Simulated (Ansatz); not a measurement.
TaF3:
```
TaF3
1.0
    4.09004     0.00000     0.00000
    0.00000     4.09004     0.00000
    0.00000     0.00000     4.09004
Ta F
1 3
Direct
  0.00000   0.00000   0.00000
  0.50000   0.00000   0.00000
  0.00000   0.50000   0.00000
  0.00000   0.00000   0.50000
```

Relaxed with r²SCAN. Special points in fractions of this cell's reciprocal vectors: Γ (0.000, 0.000, 0.000); X (0.000, 0.500, 0.000); M (0.500, 0.500, 0.000); R (0.500, 0.500, 0.500).

Problem. List the band energies nearest the Fermi level at these points for r²SCAN with spin–orbit coupling in the plane-wave PAW code Ansatz.

Solution. In eV from the Fermi level; about four levels below and three above (degenerate sets whole), none deeper than 8.9 eV; points with the same levels are listed once.

```tsv
k	below	above
Γ	-0.63 -0.63 -0.04 -0.04	2.28 2.28 2.28 2.28
X	-8.82 -8.82 -0.90 -0.90	0.14 0.14 0.46 0.46
M	-8.30 -8.30	0.20 0.20 0.46 0.46
R	-8.29 -8.29 -8.29 -8.29	1.22 1.22 1.22 1.22
```

Space group Pm-3m (ReO3 type). The workflow started from an entry of the Crystallography Open Database (COD). Whether it is the stable phase at ambient conditions was not checked. The cell was relaxed with r²SCAN under the symmetry of its start. At this level the phase is mechanically unstable. The run is not spin-polarised. The volume moved by 15 % from the start of the relaxation.

Potentials: the later of the program's two PAW sets.
